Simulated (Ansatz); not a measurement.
Input and output of a band-structure calculation on InGa2As3, ordered on the zincblende lattice (P3m1) with 6 atoms a cell (the PAW code Ansatz, PBE). The cell was relaxed beforehand with r2SCAN.

```yaml
crystal:
  lattice:
    - [4.1117372015, 0.0, 0.0]
    - [-2.0558686008, 3.5608688702, 0.0]
    - [0.0, 0.0, 10.0947764989]
  atoms:
    - { symbol: Ga, position: [0.0, 0.0, -0.0064007175] }
    - { symbol: Ga, position: [0.6666666667, 0.3333333333, 0.673386485] }
    - { symbol: In, position: [0.3333333333, 0.6666666667, 0.3348199374] }
    - { symbol: As, position: [0.6666666667, 0.3333333333, 0.9166600773] }
    - { symbol: As, position: [0.3333333333, 0.6666666667, 0.5960576405] }
    - { symbol: As, position: [0.0, 0.0, 0.2354765774] }
kpoints:
  mp_grid: { grid: [12, 12, 4] }
  band_path:
    path:
      - [[0.0, 0.0, 0.0], [0.5, 5.241328695037e-18, -8.908218397931e-18], [0.3333333333333, 0.3333333333333, -5.938812265287e-18], [0.0, 0.0, 0.0], [8.78871737993e-35, -2.89339198898e-35, 0.5], [0.5, 5.610783474676e-18, 0.5], [0.3333333333333, 0.3333333333333, 0.5], [8.78871737993e-35, -2.89339198898e-35, 0.5]]
      - [[0.5, 5.610783474676e-18, 0.5], [0.5, 5.241328695037e-18, -8.908218397931e-18]]
      - [[0.3333333333333, 0.3333333333333, 0.5], [0.3333333333333, 0.3333333333333, -5.938812265287e-18]]
    npoints: 10
hamiltonian:
  xc: pbe
scf:
  occupations: { method: fermi_dirac, width: 0.02 }
  n_extra_bands: 5
output:
  forces: true
  stress: true
  eigenvalues: true
```

In the abridged output below, numbers in square brackets stand for lines, or ends of lines, that were taken out.
```
scf.n_extra_bands = 5 over 42 filled bands (N_el = 84.0): the run solves 47 bands
Functional definition: PBE
Crystal: 6 atoms, lattice volume = 147.801 Å³
[1]
Symmetry: 6 space group operations
Space group: P3m1 (ITA 156)
k-points: 69 of 576 (time reversal used)
SCF 1 converged in 8 iterations: F = -27733.989384 eV  dr2 = 2.84e-8
Free energy (F): -27733.989384 eV
Internal energy: -27733.989238 eV  (E = F + TS)
E sigma→0 (E₀):  -27733.989311 eV
Entropy (-TS):   -0.000146 eV (-0.024 meV/atom)
[2]
--- Forces (eV/Å), atoms counted from 1 ---
[3]
--- Stress (GPa, compression-positive) ---
        2.417072       0.000000       0.000000
        0.000000       2.417072       0.000000
        0.000000       0.000000       2.682849
  P = ⅓ Tr σ = 2.5057 GPa (25.057 kbar)
--- Band table (eV; the first three rows and the last of 69) ---
[4]
```

The rows of the band table are 0: (0, 0, 0) = Γ, 1: (0, 0, 1/4), 2: (0, 0, -1/2) = A, 68: (1/3, 1/3, -1/2) = H.

Problem. Give the withheld lines. They hold the forces, the Fermi energy and the band table, cutoff and plane waves at Γ.

Solution.
```
[1]
Basis set: ecut = 420 eV, 2853 PW (Γ)
[2]
Fermi energy:    7.990772 eV
[3]
  atom   1  Ga      0.00000      0.00000    -0.04353
  atom   2  Ga      0.00000      0.00000    -0.04265
  atom   3  In      0.00000      0.00000      0.06087
  atom   4  As      0.00000      0.00000      0.03695
  atom   5  As      0.00000      0.00000    -0.01259
  atom   6  As      0.00000      0.00000      0.00094
[4]
  k-point 0: bands = […, 6.7732, 7.1238, 7.1238, 7.7273, 7.8906, 7.9855, 7.9855, 8.5664, 9.5272, 11.5925, …]
  k-point 1: bands = […, 6.7296, 6.7296, 7.2254, 7.2254, 7.9065, 7.9065, 8.5417, 8.6828, 9.7061, 11.6900, …]
  k-point 2: bands = […, 6.6971, 6.6971, 7.3372, 7.3372, 7.8069, 7.8069, 8.5383, 8.9169, 9.9090, 11.8787, …]
  k-point 68: bands = […, 4.3696, 4.4009, 4.7276, 5.5356, 5.5664, 5.6519, 11.2526, 11.3118, 11.4135, 11.9262, …]
```
Only the leading digits can be foreseen; the rest is this run's record.

Command: `ansatz run input.yaml --threads 4 --pin off --max-ram 6451MiB --backend cpu --events-out ev --progress --plain --runs-dir out`. It took 23 s on 4 threads of Arm Neoverse V2 (shared host), load about 0.8 per core; peak host memory 0.7 GiB.

Note: simulated data, non-magnetic, for a generated structure that need not be the stable one.

No spin-orbit coupling is included; it can move band edges with weight on the heavy atoms by tenths of an eV.
